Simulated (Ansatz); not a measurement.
Relaxed-ion elastic tensor of Co₃W (Cu3Au type, Pm-3m) in GPa (Voigt order), PBEsol in the plane-wave PAW code Ansatz; density 13.38 g/cm³, 11.19 Å³ per atom.

```
470  226  226  0.0  0.0  0.0
226  470  226  0.0  0.0  0.0
226  226  470  0.0  0.0  0.0
0.0  0.0  0.0  208  0.0  0.0
0.0  0.0  0.0  0.0  208  0.0
0.0  0.0  0.0  0.0  0.0  208
```

Question: Is the crystal mechanically stable?

Answer: Yes: the smallest eigenvalue of C is 208 GPa.

Question: Work out the Voigt, Reuss and Hill averages.

Answer: K_V = 307, K_R = 307, K_H = 307; G_V = 174, G_R = 162, G_H = 168 GPa.

Question: Give Young's modulus, Poisson's ratio, Pugh's ratio and the universal anisotropy index.

Answer: E = 9KG/(3K + G) = 427 GPa; ν = 0.27; K/G = 1.83 (near the Pugh limit of 1.75, no verdict); A_U = 5G_V/G_R + K_V/K_R − 6 = 0.35.

Question: Estimate the sound speeds and the Debye temperature.

Answer: v_l = √((K + 4G/3)/ρ) = 6300 m/s, v_t = √(G/ρ) = 3540 m/s, mean 3940 m/s; Θ = (h/k)(3n/4πV)^(1/3) v_m = 525 K.

The workflow started from a Materials Project entry (that database holds measured and hypothetical structures alike); the Crystallography Open Database copy checked does not list it. COD files the formula under space group No. 194. Its standing as an ambient phase is unchecked. Symmetry was held in the PBEsol relaxation, as lowered by the spin order; whether a distortion lowers the energy is not shown. Spin order of the final state: ferrimagnetic, the only order run, not a proven ground state. As this level gives no gap, shear constants depend on the k-mesh and smearing (Fermi–Dirac, 0.1 eV here). Scalar-relativistic: spin–orbit coupling is off unless named, which matters more the heavier the elements.

Potentials: the later of the program's two PAW sets.
